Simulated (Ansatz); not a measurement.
Data sheet: W2C (DFT)

W₂C:
```yaml
crystal:
  lattice:
    - [3.02002, 0.00000, 0.00000]
    - [-1.51001, 2.61542, 0.00000]
    - [0.00000, 0.00000, 4.61361]
  atoms:
    - { symbol: C, position: [0.00000, 0.00000, 0.00000] }
    - { symbol: W, position: [0.33333, 0.66667, 0.25414] }
    - { symbol: W, position: [0.66667, 0.33333, 0.74586] }
```

Space group P-3m1 (No. 164); conventional cell a = 3.020 Å, b = 3.020 Å, c = 4.614 Å, α = 90.00°, β = 90.00°, γ = 120.00°.

Method: LDA in the plane-wave PAW code Ansatz. Structure relaxed to zero pressure with the same functional. Other levels are named where they apply.

**Cell and energy**

```
Item                                                            Value
-----------------------------------------------------  --------------
Volume per atom                                              12.15 Å³
Density                                                   17.30 g/cm³
Formation energy from the elements (no fitted shifts)  -0.028 eV/atom
```

**Electronic structure**

```
Quantity                                                                     Value
------------------------------------  --------------------------------------------
Electronic character                                             metallic (no gap)
Density of states at the Fermi level  0.45 states/eV per atom (mean over ±0.08 eV)
```

**Mechanics**

```
Quantity                                                                                                  Result
--------------------------------------------  ------------------------------------------------------------------
Bulk modulus (Birch–Murnaghan fit)                                                                     3420 kbar
Pressure derivative B′                                                                                       4.3
Elastic constants (relaxed ions, GPa)         C11 = 554, C12 = 172, C13 = 277, C14 = -34.0, C33 = 577, C44 = 179
Mechanical stability                                                      stable (all eigenvalues of C positive)
Hill bulk and shear moduli                                                                       346 and 169 GPa
Young's modulus                                                                                          437 GPa
Poisson's ratio                                                                                             0.29
Debye temperature from the elastic constants                                                               452 K
```

**Phonons**

```
Item                                            Value
-----------------------------  ----------------------
Highest zone-centre frequency               653 cm^-1
Zone-centre stability          no imaginary mode at Γ
```

Symmetry was held in the LDA relaxation. No spin polarisation was allowed. As this level gives no gap, shear constants depend on the k-mesh and smearing (Fermi–Dirac, 0.1 eV here). As this level gives no gap, phonon frequencies hold no LO–TO term and depend on the k-mesh and smearing (Fermi–Dirac, 0.1 eV here). On the denser mesh and wider smearing of the elastic run this cell carries a stress of 0.5 GPa. The references are the lowest solids computed at this level, not always the standard phases. Spin–orbit coupling is left out wherever it is not named.

Potentials: the later of the program's two PAW sets.
